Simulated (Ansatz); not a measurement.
## PtOSe (Janus 1T monolayer): the band gap by level of theory

All numbers come from the plane-wave code Ansatz. The cell comes from a prototype generator: it can be a known phase or a hypothetical one. No magnetic order is allowed.

Structure: a free-standing Janus 1T monolayer of PtOSe, at its r2SCAN minimum. The sheet's in-plane cell has a = 3.438 Å, b = 3.438 Å (γ = 120.0°), and its outermost atoms lie 2.25 Å apart along the normal. Around Pt lie 3 O at 2.20 Å and 3 Se at 2.38 Å; around O lie 3 Pt at 2.20 Å; around Se lie 3 Pt at 2.38 Å.

On this one geometry the levels give:

| level | k mesh | gap (eV) | kind | edges | least direct gap (eV) |
| --- | --- | --- | --- | --- | --- |
| LDA | 12×12×1 | 0.75 | indirect | (-0.135, 0.266, 0) → K | 1.13 |
| PBE | 12×12×1 | 0.81 | indirect | K–Γ (0.60) → K | 1.20 |
| PBE+SOC | 12×12×1 | 0.72 | indirect | K–Γ (0.50) → K | 1.06 |
| r2SCAN | 12×12×1 | 1.01 | indirect | (-0.135, 0.266, 0) → K | 1.44 |
| HSE06 | 6×6×1 | 1.86 | indirect | (-0.135, 0.266, 0) → K | 2.44 |
| HSE06+SOC | 6×6×1 | 1.78 | indirect | K–Γ (0.50) → K | 2.29 |
| PBE0 | 6×6×1 | 2.58 | indirect | (-0.135, 0.266, 0) → K | 3.18 |
| Hartree-Fock | 6×6×1 | 8.44 | indirect | Γ → K | 9.14 |

PBE, PBE+SOC: smearing of 0.02 eV; the others have fixed occupations.
Wave cutoffs: 420 eV, 500 eV (r2SCAN).
Points off the special ones are mesh points or PBE's searched band edges, reused at the other levels. Set aside, since their points miss a band edge that the other levels read or their mesh is too coarse: LC-ωPBE.

HSE06 gives an indirect gap of 1.86 eV, from k = (-0.135, 0.266, 0) to K; the least direct gap is 2.44 eV at K. Spin-orbit coupling changes the PBE gap by -0.09 eV, to 0.72 eV. Spin-orbit coupling changes the HSE06 gap by -0.07 eV, to 1.78 eV.

r2SCAN covers 19 % of the step from PBE to HSE06. For gaps to 0.1 eV, spin-orbit coupling (up to 0.15 eV here) has to be included. All these functionals give a gap of the same kind, indirect.

Only the levels marked +SOC include spin-orbit coupling.

Coordinates of k points refer to the reciprocal vectors of the primitive cell of the runs.

The meshes of the hybrids are coarse, so their gaps aren't converged to the digits shown.
